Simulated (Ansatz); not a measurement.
# How far is PAW off for Ca?

```yaml
crystal:
  lattice:
    - [0.00000, 2.76626, 2.79420]
    - [2.76626, 0.00000, 2.79420]
    - [2.76626, 2.76626, 0.00000]
  atoms:
    - { symbol: Ca, position: [0.00000, 0.00000, 0.00000] }
```

Structure: COD 9011033, as refined from experiment and not relaxed. The listed cell was then made from it by scaling, straining or moving an atom.

All numbers are computed: DFT, PBEsol, PAW with Ansatz's default frozen-core files, scalar-relativistic (Ansatz 0.2.0); DFT, PBEsol, all-electron LAPW, scalar-relativistic (Ansatz 0.2.0).

For PAW: a Γ-centred 11×11×11 k mesh, Fermi–Dirac smearing of 0.05 eV, cutoff 420 eV, no spin polarisation; the PAW files were made with PBE, and the program remakes their frozen cores for this functional. LAPW targets a basis error of 1 meV/atom. The Ansatz runs share mesh, smearing and spin set-up. Plane-wave (PAW) pressures include the program's estimate of the Pulay term.

Stress and pressure are positive in compression.

The change that made this cell: equal xx and yy strain of -1 %.

PAW results:

```csv
quantity,PAW
pressure (GPa),-0.87
stress xx (GPa),-0.85
stress zz (GPa),-0.92
```

**Question.** What does full-potential LAPW give for the same quantities?

**Answer.** 
| quantity | LAPW |
| --- | --- |
| pressure (GPa) | -0.87 |
| stress xx (GPa) | -0.84 |
| stress zz (GPa) | -0.92 |
